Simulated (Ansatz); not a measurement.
Free-standing chains of the atoms of NiO, named by their start (strip: triangular double chain, ladder: square double chain); atoms and period are relaxed, and energies count from relaxed bulk NiO (Fm-3m, 9.18 Å³/atom, gap on the mesh 0.82 eV).

Theory: DFT r2SCAN, scalar-relativistic, plane waves, PAW in Ansatz 0.2.0.

Cutoff 500 eV, Gaussian smearing of 0.05 eV, energies at zero smearing, symmetry of each start kept, collinear spin where a moment is listed.

```tsv
start	atoms	k mesh	excess energy (eV per host atom)	period (Å)	gap on the mesh (eV)	highest filled level or Fermi level under vacuum (eV)	size of the moment (μB per cell)
linear chain	2	1×1×17	1.073	3.434	0.52	6.23	2.00
dimerised chain	2	1×1×17	1.073	3.435	0.53	6.23	2.00
zigzag chain	2	1×1×19	1.056	3.378	0.59	6.24	2.00
ladder chain	4	1×1×17	0.773	3.607	0.22	-	4.00
strip chain*	2	1×1×32	1.056	3.378	0.58	6.23	2.00
```

* ends far from its start.

An odd mesh misses points on the zone edge, so a gap read on it can be too wide. Moments started parallel, and an antiferromagnetic order may lie lower.

Each run keeps its start's symmetry and one magnetic start, so lower states can exist. Rows stand on unlike meshes and boxes, so starts that end alike can differ by a few hundredths of an eV per atom.